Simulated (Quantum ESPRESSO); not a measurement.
**Band energies of BaO at -3 % isotropic strain**

```xyz
4
Lattice="3.6311 0.0000 0.0000 -1.8156 3.1446 0.0000 0.0000 0.0000 6.3371" Properties=species:S:1:pos:R:3 pbc="T T T"
O      0.0000     0.0000     3.1685
O      0.0000     0.0000     0.0000
Ba     0.0000     2.0964     1.5843
Ba     1.8156     1.0482     4.7528
```

norm-conserving PBEsol (Quantum ESPRESSO, 84 Ry, scalar-relativistic); path ΓMKΓALHA,LM,KH; energies in eV from the valence-band maximum.

| k (1/Å) | point | band 12 | band 13 | band 14 | band 15 | band 16 | band 17 | band 18 | band 19 |
|---|---|---|---|---|---|---|---|---|---|
| 0.00 | Γ | -1.33 | -1.33 | -1.33 | -1.33 | -0.16 | 3.71 | 3.80 | 4.10 |
| 0.56 |  | -1.71 | -1.27 | -1.12 | -0.70 | -0.34 | 2.81 | 4.97 | 5.80 |
| 1.00 | M | -1.94 | -1.50 | -0.67 | -0.32 | -0.03 | 2.32 | 4.94 | 5.45 |
| 1.11 |  | -1.90 | -1.48 | -0.68 | -0.36 | -0.10 | 2.44 | 5.03 | 5.40 |
| 1.58 | K | -1.24 | -1.11 | -0.94 | -0.94 | -0.89 | 4.37 | 4.37 | 6.70 |
| 1.68 |  | -1.09 | -1.08 | -1.03 | -1.03 | -0.71 | 4.08 | 4.56 | 6.46 |
| 2.21 |  | -1.76 | -1.63 | -0.97 | -0.72 | -0.57 | 3.12 | 4.83 | 5.35 |
| 2.73 | Γ | -1.33 | -1.33 | -1.33 | -1.33 | -0.16 | 3.71 | 3.80 | 4.10 |
| 2.85 |  | -1.34 | -1.34 | -1.34 | -1.34 | -0.30 | 3.83 | 3.85 | 4.19 |
| 3.23 | A | -1.54 | -1.37 | -1.37 | -1.37 | -1.37 | 4.18 | 4.18 | 6.12 |
| 3.42 |  | -1.63 | -1.33 | -1.33 | -1.15 | -1.15 | 4.10 | 4.10 | 5.90 |
| 3.92 |  | -1.46 | -1.15 | -1.15 | -1.10 | -1.10 | 3.76 | 3.76 | 5.88 |
| 4.22 | L | -1.46 | -1.21 | -1.21 | -1.12 | -1.12 | 3.86 | 3.86 | 5.81 |
| 4.45 |  | -1.90 | -1.32 | -1.32 | -0.44 | -0.44 | 4.08 | 4.08 | 5.87 |
| 4.80 | H | -2.38 | -1.08 | -1.08 | 0.00 | 0.00 | 5.00 | 5.00 | 5.50 |
| 5.09 |  | -2.13 | -1.17 | -1.17 | -0.21 | -0.21 | 4.19 | 4.19 | 5.86 |
| 5.57 |  | -1.65 | -1.23 | -1.23 | -0.93 | -0.93 | 3.93 | 3.93 | 5.66 |
| 5.95 | A | -1.54 | -1.37 | -1.37 | -1.37 | -1.37 | 4.18 | 4.18 | 6.12 |
| 5.95 | L | -1.46 | -1.21 | -1.21 | -1.12 | -1.12 | 3.86 | 3.86 | 5.81 |
| 6.45 | M | -1.94 | -1.50 | -0.67 | -0.32 | -0.03 | 2.32 | 4.94 | 5.45 |
| 6.45 | K | -1.24 | -1.11 | -0.94 | -0.94 | -0.89 | 4.37 | 4.37 | 6.70 |
| 6.95 | H | -2.38 | -1.08 | -1.08 | 0.00 | 0.00 | 5.00 | 5.00 | 5.50 |

The PBEsol gap is indirect, 2.32 eV, from H to M; the smallest direct gap is 2.35 eV.

Geometry strained from the cell relaxed with PBEsol, atoms relaxed again.

This is not the ordinary phase of the substance; no match was found in the copy of COD used, and its stability was not checked.
